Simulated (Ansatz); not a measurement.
Relaxed Os (hcp, Mg type):

```
CELL_PARAMETERS angstrom
      5.50971     0.00000     0.00000
     -1.37743     2.38577     0.00000
      0.00000     0.00000     4.34430
ATOMIC_POSITIONS crystal
  Os 0.16667 0.66667 0.75000
  Os 0.66667 0.66667 0.75000
  Os 0.33333 0.33333 0.25000
  Os 0.83333 0.33333 0.25000
```

Scan: atom 1 (Os, nearest neighbour Os at 2.692 Å; its periodic images, 2.8 Å or more away, move with it) is displaced along Cartesian [111], direction (0.577, 0.577, 0.577) in Cartesian axes, by s. The other atoms stay.

These are PBE (plane waves to 420 eV, PAW, scalar-relativistic; Ansatz, a program for electronic structure) values and carry that method's errors. k mesh 8×16×9 (Γ-centred), Fermi-Dirac smearing 0.05 eV. The energy includes the smearing's −TS. Left out: 3 of 11 points, with atoms too close for the PAW data. With partly filled bands, energies and forces of such displacements shift with the k mesh and the smearing. Os is run without spin polarisation. Os was relaxed with its symmetry unable to fall. Spin-orbit coupling is left out, though Os is heavy. ΔE is measured from the undisplaced structure. The last digit holds for this mesh only.

```csv
s (Å),ΔE (meV/cell)
-0.486,2304.1
-0.324,888.7
-0.162,withheld
0.000,0.0
0.162,197.3
0.324,842.4
0.486,2083.9
0.648,4045.1
```

Q: Fit a polynomial form (powers 2, 3, 4) to the given rows and predict ΔE at s = -0.162.

A: Least squares on the 7 given rows: ΔE = (7818)·s² + (-1013)·s³ + (5930)·s⁴, in meV/cell with s in Å; root-mean-square residual 16.21 meV/cell. At -0.162 the fit gives 213.6 meV/cell; the calculation gives 203.2 meV/cell, so the interpolation is off by 10.4 (+5.1 %). The quadratic term alone would give 205.2 meV/cell.

(A displaced cell: forces are minus the slopes of the energy, force constants its curvatures, and phonons follow from these.)
